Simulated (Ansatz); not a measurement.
An Ansatz (a program for electronic structure) run. Input:

Ansatz 0.2 input:
```yaml
crystal:
  lattice:
    - [2.8944393186, 0.0, 0.0]
    - [-1.4472196593, 2.5066579797, 0.0]
    - [0.0, 0.0, 4.6711936884]
  atoms:
    - { symbol: Si, position: [0.0, 0.0, 0.3673132939] }
    - { symbol: N, position: [0.6666666667, 0.3333333333, 0.274368224] }
    - { symbol: F, position: [0.0, 0.0, 0.7099844821] }
kpoints:
  mp_grid: { grid: [9, 9, 5] }
hamiltonian:
  xc: r2scan
  dispersion: d4
  pseudopotentials: { azcp: { folder: ./paw }, kind: paw }
scf:
  occupations: { method: fixed }
output:
  optics: { e_range: [0.0, 15.0], de: 0.05, sigma: 0.1, bands: { spectra_wanted_up_to: 12 eV } }
```

Output (shortened):

```
output.optics: the spectra are integrated over the Brillouin zone by k·p interpolation around the k-points, where levels, occupations, output.optics.sigma and …
Pseudopotential: Si, paw, valence charge 4
Pseudopotential: N, paw, valence charge 5
Pseudopotential: F, paw, valence charge 7
Functional definition: r2SCAN
Crystal: 3 atoms, lattice volume = 33.891 Å³
Basis set: ecut = 500 eV, 845 PW (Γ), exchange–correlation on 96×96×144 points (64 copies of the dense FFT grid, shifted against one another)
Bands: 12, of which v1, the nominal top of the filled ones, is band 8 counted from 1 (7 counted from 0)
Symmetry: 6 space group operations
Space group: P3m1 (ITA 156), of the structure as read, at distance tolerance 3.2e-5 Å
k-points: 50 of 405 (time reversal used)
SCF iter   1: F=—  HF=-1841.067332 eV  |F-HF|=—  |Δ(HF+E_count)|=         —  Δρ=1.85e-1  dr2=1.38e1  dr2_τ=1.11e0  ethr=3.10e-3  ⟨swp⟩=4.7  Hψ=3536  notcnv=0  defer=97
preconditioner: auto → none
SCF iter   2: F=—  HF=-1837.852699 eV  |F-HF|=—  |Δ(HF+E_count)|=    3.21e0  Δρ=1.16e-1  dr2=2.83e0  dr2_τ=7.04e-1  ethr=3.10e-3  ⟨swp⟩=4.3  Hψ=1981  notcnv=0  defer=94
SCF iter   3: F=—  HF=-1837.125469 eV  |F-HF|=—  |Δ(HF+E_count)|=   7.27e-1  Δρ=2.98e-2  dr2=1.37e-1  dr2_τ=9.08e-3  ethr=3.10e-3  ⟨swp⟩=3.0  Hψ=1665  notcnv=0  defer=84
SCF iter   4: F=—  HF=-1837.154024 eV  |F-HF|=—  |Δ(HF+E_count)|=   2.86e-2  Δρ=5.91e-3  dr2=6.65e-3  dr2_τ=1.66e-3  ethr=8.54e-4  ⟨swp⟩=2.0  Hψ=1100  notcnv=0  defer=100
SCF iter   5: F=—  HF=-1837.156248 eV  |F-HF|=—  |Δ(HF+E_count)|=   2.22e-3  Δρ=1.20e-3  dr2=2.27e-4  dr2_τ=3.09e-5  ethr=4.15e-5  ⟨swp⟩=2.0  Hψ=1100  notcnv=0  defer=100
SCF iter   6: F=—  HF=-1837.156251 eV  |F-HF|=—  |Δ(HF+E_count)|=   3.67e-6  Δρ=3.90e-4  dr2=3.98e-5  dr2_τ=2.33e-6  ethr=1.42e-6  ⟨swp⟩=2.0  Hψ=1098  notcnv=0  defer=100
SCF iter   7: F=—  HF=-1837.156247 eV  |F-HF|=—  |Δ(HF+E_count)|=   4.22e-6  Δρ=9.30e-5  dr2=1.63e-6  dr2_τ=2.44e-7  ethr=2.49e-7  ⟨swp⟩=2.4  Hψ=989  notcnv=0  defer=43
SCF iter   8: F=—  HF=-1837.156249 eV  |F-HF|=—  |Δ(HF+E_count)|=   1.63e-6  Δρ=1.76e-5  dr2=4.55e-8  dr2_τ=5.13e-9  ethr=1.02e-8  ⟨swp⟩=2.2  Hψ=923  notcnv=0  defer=12
SCF iter  10: F=-1837.156249 eV  HF=-1837.156249 eV  |F-HF|=4.55e-13  |Δ(HF+E_count)|=  2.56e-10  Δρ=1.71e-7  dr2=5.69e-12  dr2_τ=3.32e-13  ethr=1.00e-12  ⟨swp⟩=5.0  Hψ=3674  notcnv=0
SCF 1 converged in 10 iterations: F = -1837.156249 eV  dr2 = 5.69e-12
NSCF: frozen V_eff on 50 k-points
Optics k sum: 0 of 50 k-points
Optics k sum: 3 of 50 k-points
Optics k sum: 5 of 50 k-points
Optics k sum: 8 of 50 k-points
Optics k sum: 10 of 50 k-points
Optics k sum: 13 of 50 k-points
Optics k sum: 15 of 50 k-points
Optics k sum: 18 of 50 k-points
Optics k sum: 20 of 50 k-points
Optics k sum: 23 of 50 k-points
Optics k sum: 25 of 50 k-points
Optics k sum: 28 of 50 k-points
Optics k sum: 30 of 50 k-points
Optics k sum: 33 of 50 k-points
Optics k sum: 35 of 50 k-points
Optics k sum: 38 of 50 k-points
Optics k sum: 40 of 50 k-points
Optics k sum: 43 of 50 k-points
Optics k sum: 45 of 50 k-points
Optics k sum: 48 of 50 k-points
Optics k sum: 50 of 50 k-points
Optics k sum: 0 of 50 k-points
Optics k sum: 3 of 50 k-points
Optics k sum: 5 of 50 k-points
Optics k sum: 8 of 50 k-points
Optics k sum: 10 of 50 k-points
Optics k sum: 13 of 50 k-points
Optics k sum: 15 of 50 k-points
Optics k sum: 18 of 50 k-points
Optics k sum: 20 of 50 k-points
Optics k sum: 23 of 50 k-points
Optics k sum: 25 of 50 k-points
Optics k sum: 28 of 50 k-points
Optics k sum: 30 of 50 k-points
Optics k sum: 33 of 50 k-points
Optics k sum: 35 of 50 k-points
Optics k sum: 38 of 50 k-points
Optics k sum: 40 of 50 k-points
Optics k sum: 43 of 50 k-points
Optics k sum: 45 of 50 k-points
Optics k sum: 48 of 50 k-points
Optics k sum: 50 of 50 k-points
NSCF: frozen V_eff on 1 k-points
NSCF: frozen V_eff on 1 k-points
NSCF: frozen V_eff on 1 k-points
NSCF: frozen V_eff on 1 k-points
output.optics: what the bands over the 18 summed would add to eps1, eps2 and the energy-loss function is held between a lower and an upper bound (8 Lanczos …
SCF converged after 10 iterations
Free energy (F): -1837.156249 eV
Harris-Foulkes:  -1837.156249 eV  (|F-HF|=4.55e-13)
Internal energy: -1837.156249 eV  (E = F + TS)
E sigma→0 (E₀):  -1837.156249 eV
Fermi energy:    4.024891 eV
--- Per-component energies (eV) ---
  E_band       = -62.243795
  E_kinetic    = 378.795183
  E_local      = -921.962673  (includes V_loc(G=0)·N_el)
  E_nonlocal   = 141.323552
  E_hartree    = 336.952211
  E_xc         = -190.187100
  E_vxc        = -249.956912  (∫ρ·V_xc dr)
  E_paw        = -856.415239  (= ΣΔE_a)
  E_vpaw       = -100.073999  (= ΣTr[D̂ρ^β])
  E_aug_tail   = 0.000258  (compensation charges beyond the density's cutoff)
  E_vtau       = 15.726328  (kinetic-family band-sum trace: ∫τ·v_τ [+ j·A + Jᵃ·Aᵃ] dr)
  E_ewald      = -725.297363
  E_disp       = -0.227688  (pairwise vdW)
  E_core_change = -0.137390  (= ΣΔE_core)
  E_smearing   =  0.000000  (= −TS)
  E_closure    = 0.000000  (closes the sum)
  Σ components = -1837.156249   (vs F -1837.156249, Δ=0.00e0)
  [band-id]    e_kinetic+e_local+e_nonlocal+2·e_hartree+e_vxc+e_vpaw+e_augmentation_tail+e_vtau = -62.243841   (vs E_band -62.243795, Δ=-4.60e-5)
--- Band table (eV; the first three rows and the last of 50) ---
  k-point 0: bands = ["-20.3008", "-13.1720", "-2.5030", "1.1370", "1.1370", "2.1129", "2.1129", "2.6887", "10.1606", "14.2410", "14.8838", "14.8838"]
  k-point 1: bands = ["-20.2940", "-13.2092", "-2.2594", "1.1542", "1.1542", "2.0938", "2.0938", "2.2821", "10.4741", "14.3425", "14.8574", "14.8574"]
  k-point 2: bands = ["-20.2827", "-13.2686", "-1.7771", "1.1836", "1.1836", "1.5689", "2.0614", "2.0614", "10.9545", "14.4728", "14.8159", "14.8159"]
  k-point 49: bands = ["-19.8620", "-10.8108", "-3.7487", "-2.7081", "-0.2327", "-0.2016", "0.4394", "4.0249", "12.7638", "13.2531", "16.6373", "16.9120"]
```

Cost: very roughly 50 core-seconds on shared cores.

The start of the workflow was typed in or built on a structure type; neither database checked (COD, Materials Project) lists it. Its standing as an ambient phase is unchecked. The r²SCAN+D4 relaxation kept the symmetry of its start; whether a distortion lowers the energy is not shown. The volume moved by -27 % from the start of the relaxation.

Potentials: the earlier of the program's two PAW sets.

Ansatz is a plane-wave DFT program.
